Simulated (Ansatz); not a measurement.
MoF$_{6}$:
```
MoF6
1.0
   -3.20092     3.20092     3.20092
    3.20092    -3.20092     3.20092
    3.20092     3.20092    -3.20092
Mo F
1 6
Direct
  0.00000   0.00000   0.00000
  0.71433   0.71433   0.00000
  0.28567   0.28567   0.00000
  0.00000   0.71433   0.71433
  0.00000   0.28567   0.28567
  0.71433   0.00000   0.71433
  0.28567   0.00000   0.28567
```

Relaxed with r²SCAN+D4.

Map the electron localisation function on the plane through (0.000, 0.000, 0.000) spanned by u = [1, 1, 0] and v = [1, 0, 1] in lattice vectors, from r²SCAN+D4 in the plane-wave PAW code Ansatz.

x is the fraction of u, y of v (the angle between them is 90°; rows are the nearest grid lines); atoms in the plane: Mo at (0.00, 0.00), F at (0.71, 0.00), F at (0.29, 0.00), F at (0.00, 0.71), F at (0.00, 0.29).
```
y \ x   0.000  0.0938  0.188  0.281  0.375  0.469  0.531  0.625  0.719  0.812  0.906   1.00
------  -----  ------  -----  -----  -----  -----  -----  -----  -----  -----  -----  -----
1.00    0.216   0.732  0.705  0.410  0.837  0.067  0.067  0.837  0.410  0.705  0.732  0.216
0.938   0.723   0.625  0.651  0.769  0.810  0.047  0.047  0.810  0.769  0.651  0.626  0.723
0.844   0.290   0.180  0.089  0.517  0.397  0.009  0.009  0.397  0.517  0.089  0.180  0.290
0.781   0.733   0.743  0.046  0.039  0.040  0.001  0.001  0.040  0.039  0.046  0.743  0.733
0.688   0.590   0.819  0.275  0.002  0.001  0.002  0.002  0.001  0.002  0.275  0.819  0.590
0.625   0.837   0.739  0.188  0.001  0.002  0.004  0.004  0.002  0.001  0.188  0.739  0.837
0.531   0.067   0.031  0.004  0.001  0.004  0.007  0.007  0.004  0.001  0.004  0.031  0.067
0.469   0.067   0.031  0.004  0.001  0.004  0.007  0.007  0.004  0.001  0.004  0.031  0.067
0.375   0.837   0.739  0.188  0.001  0.002  0.004  0.004  0.002  0.001  0.188  0.739  0.837
0.312   0.590   0.819  0.275  0.002  0.001  0.002  0.002  0.001  0.002  0.275  0.819  0.590
0.219   0.733   0.743  0.046  0.039  0.040  0.001  0.001  0.040  0.039  0.046  0.743  0.733
0.156   0.290   0.180  0.089  0.517  0.397  0.009  0.009  0.397  0.517  0.089  0.180  0.290
0.0625  0.723   0.626  0.651  0.769  0.810  0.047  0.047  0.810  0.769  0.651  0.625  0.723
0.000   0.216   0.732  0.705  0.410  0.837  0.067  0.067  0.837  0.410  0.705  0.732  0.216
```

The density is the valence pseudo-density with augmentation charge, so density and ELF within about 1 Å of a nucleus are not all-electron values.

Space group Im-3m. The first step of the workflow began from a Materials Project structure, measured or hypothetical; the Crystallography Open Database copy checked does not list it. COD files the formula under space group No. 62. Its standing as an ambient phase is unchecked. Symmetry was held in the r²SCAN+D4 relaxation; its stability against distortions is not shown here. The run is not spin-polarised. No Hubbard U is applied.

Potentials: the later of the program's two PAW sets.
